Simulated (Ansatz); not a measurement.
Input file for Ansatz (a quantum-chemistry and plane-wave program):

Ansatz 0.2 input:
```yaml
crystal:
  lattice:
    - [0.0, 2.3841252866, 2.3841252866]
    - [2.3841252866, 0.0, 2.3841252866]
    - [2.3841252866, 2.3841252866, 0.0]
  atoms:
    - { symbol: Cd, position: [0.0, 0.0, 0.0] }
    - { symbol: O, position: [0.5, 0.5, 0.5] }
kpoints:
  mp_grid: { grid: [11, 11, 11] }
  band_path:
    path:
      - [[0.0, 0.0, 0.0], [0.5, 0.0, 0.5], [0.625, 0.25, 0.625]]  # Γ-X-U
      - [[0.375, 0.375, 0.75], [0.0, 0.0, 0.0], [0.5, 0.5, 0.5], [0.5, 0.25, 0.75], [0.5, 0.0, 0.5]]  # K-Γ-L-W-X
    npoints: 12
basis: { xc_grid: 2 }
hamiltonian:
  xc: pbe
  pseudopotentials: { azcp: { folder: ./paw }, kind: paw_fr }
magnetization: { noncollinear: true, spin_orbit: true }
scf:
  n_extra_bands: 12
  convergence: { dr2_threshold: 0.0000000001 }
  occupations: { method: gaussian, width: 0.05 }
output: { eigenvalues: true }
```

Output (shortened):

```
Pseudopotential: Cd, paw, valence charge 20
Pseudopotential: O, paw, valence charge 6
Functional definition: PBE
non-collinear run that drives no moment, with spin-orbit …
Crystal: 2 atoms, lattice volume = 27.103 Å³
Basis set: ecut = 420 eV, 531 PW (Γ), exchange–correlation on 48×48×48 points (8 copies of the dense FFT grid, shifted against one another)
Bands: 38, of which v1, the nominal top of the filled ones, is band 26 counted from 1 (25 counted from 0)
Symmetry: 48 space group operations + 48 with time reversal
k-points: 56 of 1331
Projection manifold: j_resolved (fully-relativistic pseudo-atomic orbitals)
SCF iter   1: F=—  HF=-8824.639784 eV  |F-HF|=—  |Δ(HF+E_count)|=         —  Δρ=9.08e-2  dr2=1.65e0  dr2_m=0.00e0 (ungated)  ethr=3.10e-3  |M|=0.00e0 ∫|m|=0.00e0 μB  |m|>n=0.0e0 m-floor=0.0e0 τ_xc=0.0e0  β_m=0.30  ⟨swp⟩=6.6  Hψ=4842  notcnv=0  defer=76
preconditioner: auto → none
SCF iter   2: F=—  HF=-8824.198484 eV  |F-HF|=—  |Δ(HF+E_count)|=   4.41e-1  Δρ=3.15e-2  dr2=1.79e-1  dr2_m=0.00e0 (ungated)  ethr=3.10e-3  |M|=0.00e0 ∫|m|=0.00e0 μB  |m|>n=0.0e0 m-floor=0.0e0 τ_xc=0.0e0  β_m=0.32  ⟨swp⟩=2.5  Hψ=1981  notcnv=0  defer=278
SCF iter   3: F=—  HF=-8824.185584 eV  |F-HF|=—  |Δ(HF+E_count)|=   1.29e-2  Δρ=1.96e-2  dr2=4.36e-2  dr2_m=0.00e0 (ungated)  ethr=6.87e-4  |M|=0.00e0 ∫|m|=0.00e0 μB  |m|>n=0.0e0 m-floor=0.0e0 τ_xc=0.0e0  β_m=0.44  ⟨swp⟩=2.0  Hψ=1481  notcnv=0  defer=284
SCF iter   4: F=—  HF=-8824.196326 eV  |F-HF|=—  |Δ(HF+E_count)|=   1.07e-2  Δρ=6.69e-3  dr2=4.84e-3  dr2_m=0.00e0 (ungated)  ethr=1.68e-4  |M|=0.00e0 ∫|m|=0.00e0 μB  |m|>n=0.0e0 m-floor=0.0e0 τ_xc=0.0e0  β_m=0.55  ⟨swp⟩=2.9  Hψ=1559  notcnv=0  defer=284
SCF iter   5: F=—  HF=-8824.198822 eV  |F-HF|=—  |Δ(HF+E_count)|=   2.50e-3  Δρ=3.87e-4  dr2=1.06e-5  dr2_m=0.00e0 (ungated)  ethr=1.86e-5  |M|=0.00e0 ∫|m|=0.00e0 μB  |m|>n=0.0e0 m-floor=0.0e0 τ_xc=0.0e0  β_m=0.71  ⟨swp⟩=2.0  Hψ=1469  notcnv=0  defer=284
SCF iter   6: F=—  HF=-8824.198838 eV  |F-HF|=—  |Δ(HF+E_count)|=   1.58e-5  Δρ=9.71e-5  dr2=1.86e-6  dr2_m=0.00e0 (ungated)  ethr=4.07e-8  |M|=0.00e0 ∫|m|=0.00e0 μB  |m|>n=0.0e0 m-floor=0.0e0 τ_xc=0.0e0  β_m=0.85  ⟨swp⟩=2.0  Hψ=1651  notcnv=0  defer=284
SCF iter   7: F=—  HF=-8824.198837 eV  |F-HF|=—  |Δ(HF+E_count)|=   1.57e-6  Δρ=2.06e-6  dr2=5.43e-10  dr2_m=0.00e0 (ungated)  ethr=7.15e-9  |M|=0.00e0 ∫|m|=0.00e0 μB  |m|>n=0.0e0 m-floor=0.0e0 τ_xc=0.0e0  β_m=0.93  ⟨swp⟩=2.1  Hψ=1284  notcnv=0  defer=284
SCF iter   8: F=-8824.198837 eV  HF=-8824.198837 eV  |F-HF|=5.46e-12  |Δ(HF+E_count)|=  9.82e-11  Δρ=1.63e-7  dr2=2.97e-12  dr2_m=0.00e0 (ungated)  ethr=1.00e-12  |M|=0.00e0 ∫|m|=0.00e0 μB  |m|>n=0.0e0 m-floor=0.0e0 τ_xc=0.0e0  ⟨swp⟩=9.2  Hψ=4478  notcnv=0
the last iteration of the SCF fills more bands at one k-point than at another …
SCF 1 converged in 8 iterations: F = -8824.198837 eV  dr2 = 2.97e-12
NSCF: frozen V_eff on 74 k-points
SCF converged after 8 iterations
Magnetization: |M| = 0.0000 μB,  M = (+0.0000, +0.0000, +0.0000) μB
Absolute magnetization: 0.0000 μB (∫|m|)
  site 0: m = (+0.0000, +0.0000, +0.0000) μB, |m| = 0.0000 μB  (R = 0.98 Å)
  site 1: m = (+0.0000, +0.0000, +0.0000) μB, |m| = 0.0000 μB  (R = 0.98 Å)
Free energy (F): -8824.198837 eV
Harris-Foulkes:  -8824.198837 eV  (|F-HF|=5.46e-12)
Internal energy: -8824.198716 eV  (E = F + TS)
E sigma→0 (E₀):  -8824.198776 eV
Entropy (-TS):   -0.000121 eV (-0.060 meV/atom)
Fermi energy:    11.864586 eV
--- Per-component energies (eV) ---
  E_band       = -373.251985
  E_kinetic    = 606.337283
  E_local      = -3133.576773  (includes V_loc(G=0)·N_el)
  E_nonlocal   = 174.967369
  E_hartree    = 1433.729309
  E_xc         = -227.289919
  E_vxc        = -286.338298  (∫ρ·V_xc dr)
  E_paw        = -4265.069839  (= ΣΔE_a)
  E_vpaw       = -602.101382  (= ΣTr[D̂ρ^β])
  E_aug_tail   = 0.001140  (compensation charges beyond the density's cutoff)
  E_ewald      = -3413.297287
  E_smearing   = -0.000121  (= −TS)
  E_closure    = 0.000000  (closes the sum)
  Σ components = -8824.198837   (vs F -8824.198837, Δ=0.00e0)
  [band-id]    e_kinetic+e_local+e_nonlocal+2·e_hartree+e_vxc+e_vpaw+e_augmentation_tail = -373.252043   (vs E_band -373.251985, Δ=-5.82e-5)
--- Band table (eV; the first three rows and the last of 56) ---
  k-point 0: bands = ["-88.5454", "-88.5454", "-53.6699", "-53.6699", "-47.8596", "-47.8596", "-47.8596", "-47.8596", "-5.2273", "-5.2273", "4.8701", "4.8701", "4.8701", "4.8701", "5.4612", "5.4612", "5.6573", "5.6573", "5.6573", "5.6573", "10.5782", …
  k-point 1: bands = ["-88.5453", "-88.5453", "-53.6702", "-53.6702", "-47.8604", "-47.8604", "-47.8597", "-47.8597", "-5.1758", "-5.1758", "4.8558", "4.8558", "4.8656", "4.8656", "5.4655", "5.4655", "5.5913", "5.5913", "5.6391", "5.6391", "9.8160", "9.8160", …
  k-point 2: bands = ["-88.5452", "-88.5452", "-53.6711", "-53.6711", "-47.8628", "-47.8628", "-47.8603", "-47.8603", "-5.0340", "-5.0340", "4.7934", "4.7934", "4.8217", "4.8217", "5.4004", "5.4004", "5.5086", "5.5086", "5.6256", "5.6256", "8.9666", "8.9666", …
  k-point 55: bands = ["-88.5444", "-88.5444", "-53.6754", "-53.6754", "-47.8700", "-47.8700", "-47.8669", "-47.8669", "-4.5528", "-4.5528", "4.7024", "4.7024", "5.0697", "5.0697", "5.3148", "5.3148", "5.7233", "5.7233", "6.1561", "6.1561", "8.9423", …
```

Cost: around 16 core-seconds (rough) on shared cores.

Space group Fm-3m (rock salt). The PBE relaxation kept the symmetry of its start.

Potentials: the earlier of the program's two PAW sets.

Ansatz is a plane-wave DFT program.
